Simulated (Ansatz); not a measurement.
**Pb: course of a relaxation**

Level of theory: Ansatz 0.2.0, DFT r2SCAN, scalar-relativistic, plane waves, PAW. (500 eV cutoff, 12×12×8 k-mesh, Gaussian smearing of 0.10 eV, no spin polarisation)

What was changed in Cd: Cd → Pb on all its sites, cell and atoms relaxed.

Spin–orbit coupling is left out, which can shift energies with elements as heavy as these.

Command:

```bash
ansatz run input.yaml --threads 1 --pin off --max-ram 2560MiB --backend cpu --events-out ev --progress --plain --runs-dir out
```

Input:

```yaml
crystal:
  lattice:
    - [3.3696380509, 0.0, 0.0]
    - [-1.6848190254, 2.9181921537, 0.0]
    - [0.0, 0.0, 6.4689188646]
  atoms:
    - { symbol: Pb, position: [0.3333333333, 0.6666666667, 0.25] }
    - { symbol: Pb, position: [0.6666666667, 0.3333333333, 0.75] }
basis:
  ecutwfc: 500
kpoints:
  mp_grid: { grid: [12, 12, 8] }
hamiltonian:
  xc: r2scan
scf:
  occupations: { method: gaussian, width: 0.1 }
output:
  forces: true
  stress: true
  eigenvalues: true
relax:
  adjacent_minimum: "off"
  f_tol: 0.01
  max_steps: 60
  cell: { stress_tol: 0.1 }
```

F is the free energy. Steps run on the plane waves of an earlier cell, but the last one, and at times one on the way, on a freshly chosen basis, so a repeated geometry can differ a little in energy.

Steps:

```
step F − F(1) (eV) largest force component (eV/Å) V (Å³/atom) P (GPa)
   1         0.0000                           0.000       31.805     0.15
   2        -0.0520                           0.000       31.827    -0.65
   3        -0.0777                           0.000       30.340     1.07
   4        -0.0837                           0.000       30.563     0.70
   5        -0.0869                           0.000       31.281    -0.36
   6        -0.0875                           0.000       31.006     0.02
   7        -0.0875                           0.000       31.006     0.02
```

Relaxed structure:

```xyz
2
Lattice="3.4952 0.0000 0.0000 -1.7476 3.0269 0.0000 0.0000 0.0000 5.8613" Properties=species:S:1:pos:R:3 pbc="T T T"
Pb    0.0000    2.0180    1.4653
Pb    1.7476    1.0090    4.3960
```

It takes space group P6_3/mmc (No. 194, hexagonal). The conventional cell has a = 3.495 Å, b = 3.495 Å, c = 5.861 Å, α = 90.00°, β = 90.00°, γ = 120.00°. Pb (site symmetry -6m2) is surrounded by 12 Pb at 3.50 to 3.56 Å.

The run converged. The run took 36 s on 1 thread of AMD EPYC 9R45 96-Core Processor (Zen 5), with other jobs on the host, peak memory 0.62 GiB.